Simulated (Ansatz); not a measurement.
PbI2 (fluorite, space group No. 225) at seven volumes, PBE in the plane-wave PAW code Ansatz, scaled uniformly. One row is withheld.

| V (Å³/atom) | P (GPa) |
|---|---|
| 38.330 | 2.97 |
| 39.594 | 1.81 |
| 40.858 | 0.83 |
| 42.121 | 0.00 |
| 43.385 | -0.69 |
| 44.649 | -1.28 |
| 45.912 | ? |

**Question.** Fit the shown pressures and predict the withheld one.

**Answer.** P = (3/2)B₀(x^(7/2) − x^(5/2))[1 + (3/4)(B′ − 4)(x − 1)] with x = (V₀/V)^(2/3). Least squares on the six rows gives V₀ = 42.128 Å³/atom, B₀ = 25.2 GPa, B′ = 4.66. At V = 45.912, x = 0.9443 and P = -1.77 GPa. The run itself gave -1.77 GPa.

Space group Fm-3m (fluorite). The cell is a constructed one: a structure type filled with these elements; neither database checked (COD, Materials Project) lists it. It is not the phase usual at ambient conditions (space group No. 164). The cell was relaxed with PBE under the symmetry of its start; whether a distortion lowers the energy is not shown. Spin–orbit coupling is left out wherever it is not named.

Potentials: the later of the program's two PAW sets.
